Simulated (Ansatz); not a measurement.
BC₇:
```
CELL_PARAMETERS angstrom
      3.60066     0.00000     0.00000
      0.00000     3.60066     0.00000
      0.00000     0.00000     3.60066
ATOMIC_POSITIONS crystal
  C  0.50000 0.00000 0.00000
  C  0.75493 0.24507 0.24507
  B  0.50000 0.50000 0.50000
  C  0.75493 0.75493 0.75493
  C  0.00000 0.00000 0.50000
  C  0.24507 0.24507 0.75493
  C  0.00000 0.50000 0.00000
  C  0.24507 0.75493 0.24507
```

Relaxed with PBEsol.

Which orbitals make up the states near the Fermi level in the program Ansatz at the PBEsol level (PAW)?

Within 0.5 eV of the Fermi level: C 2p 80 %, B 2p 18 %. Projections are on Löwdin-orthogonalised atomic valence shells; empty p or d shells of many metals are not among them.

Tabulate the density of states.

States/eV per cell of 8 atoms, in 0.25 eV bins, energy from the Fermi level.

| E (eV) | total | C 2p | B 2p | C 2s |
|---|---|---|---|---|
| -7.85 | 1.16 | 0.85 | 0.06 | 0.20 |
| -7.60 | 2.42 | 1.94 | 0.10 | 0.31 |
| -7.35 | 1.89 | 1.52 | 0.07 | 0.23 |
| -7.10 | 1.26 | 1.00 | 0.07 | 0.14 |
| -6.85 | 2.28 | 1.81 | 0.12 | 0.27 |
| -6.60 | 2.77 | 2.17 | 0.14 | 0.36 |
| -6.35 | 1.45 | 1.18 | 0.07 | 0.15 |
| -6.10 | 1.84 | 1.53 | 0.11 | 0.16 |
| -5.85 | 2.89 | 2.37 | 0.17 | 0.28 |
| -5.60 | 2.64 | 2.17 | 0.14 | 0.26 |
| -5.35 | 2.52 | 2.16 | 0.14 | 0.19 |
| -5.10 | 2.59 | 2.17 | 0.17 | 0.20 |
| -4.85 | 3.20 | 2.66 | 0.20 | 0.27 |
| -4.60 | 2.12 | 1.81 | 0.12 | 0.16 |
| -4.35 | 3.26 | 2.77 | 0.30 | 0.15 |
| -4.10 | 3.33 | 2.86 | 0.27 | 0.15 |
| -3.85 | 3.47 | 3.00 | 0.26 | 0.15 |
| -3.60 | 2.83 | 2.49 | 0.19 | 0.11 |
| -3.35 | 2.99 | 2.64 | 0.20 | 0.11 |
| -3.10 | 2.94 | 2.56 | 0.22 | 0.12 |
| -2.85 | 2.73 | 2.39 | 0.20 | 0.10 |
| -2.60 | 2.64 | 2.31 | 0.19 | 0.09 |
| -2.35 | 2.20 | 1.92 | 0.16 | 0.08 |
| -2.10 | 1.43 | 1.22 | 0.13 | 0.05 |
| -1.85 | 1.03 | 0.76 | 0.20 | 0.06 |
| -1.60 | 1.64 | 1.19 | 0.36 | 0.07 |
| -1.35 | 1.70 | 1.25 | 0.37 | 0.07 |
| -1.10 | 1.82 | 1.35 | 0.38 | 0.06 |
| -0.85 | 1.99 | 1.51 | 0.41 | 0.06 |
| -0.60 | 2.58 | 2.00 | 0.52 | 0.05 |
| -0.35 | 2.52 | 1.97 | 0.50 | 0.04 |
| -0.10 | 1.40 | 1.13 | 0.23 | 0.03 |
| 0.15 | 1.05 | 0.86 | 0.16 | 0.02 |
| 0.40 | 0.85 | 0.70 | 0.12 | 0.01 |
| 0.65 | 0.69 | 0.58 | 0.10 | 0.01 |
| 0.90 | 0.54 | 0.46 | 0.07 | 0.01 |
| 1.15 | 0.40 | 0.34 | 0.05 | 0.00 |
| 1.40 | 0.24 | 0.21 | 0.03 | 0.00 |
| 1.65 | 0.03 | 0.02 | 0.00 | 0.00 |
| 1.90 | 0.00 | 0.00 | 0.00 | 0.00 |
| 2.15 | 0.00 | 0.00 | 0.00 | 0.00 |
| 2.40 | 0.00 | 0.00 | 0.00 | 0.00 |
| 2.65 | 0.00 | 0.00 | 0.00 | 0.00 |
| 2.90 | 0.00 | 0.00 | 0.00 | 0.00 |
| 3.15 | 0.00 | 0.00 | 0.00 | 0.00 |
| 3.40 | 0.00 | 0.00 | 0.00 | 0.00 |
| 3.65 | 0.00 | 0.00 | 0.00 | 0.00 |
| 3.90 | 0.00 | 0.00 | 0.00 | 0.00 |
| 4.15 | 0.00 | 0.00 | 0.00 | 0.00 |
| 4.40 | 0.00 | 0.00 | 0.00 | 0.00 |
| 4.65 | 0.00 | 0.00 | 0.00 | 0.00 |

Space group P-43m. The start of the workflow was typed in or built on a structure type; the Crystallography Open Database copy checked does not list it. Whether it is the stable phase at ambient conditions was not checked. Symmetry was held in the PBEsol relaxation; its stability against distortions is not shown here. Its formation energy is positive at this level, so the cell may be metastable or incomplete.

Potentials: the earlier of the program's two PAW sets. The files were generated under PBE; for other functionals the program regenerates the frozen cores, and for LDA and PBEsol the local potential too.
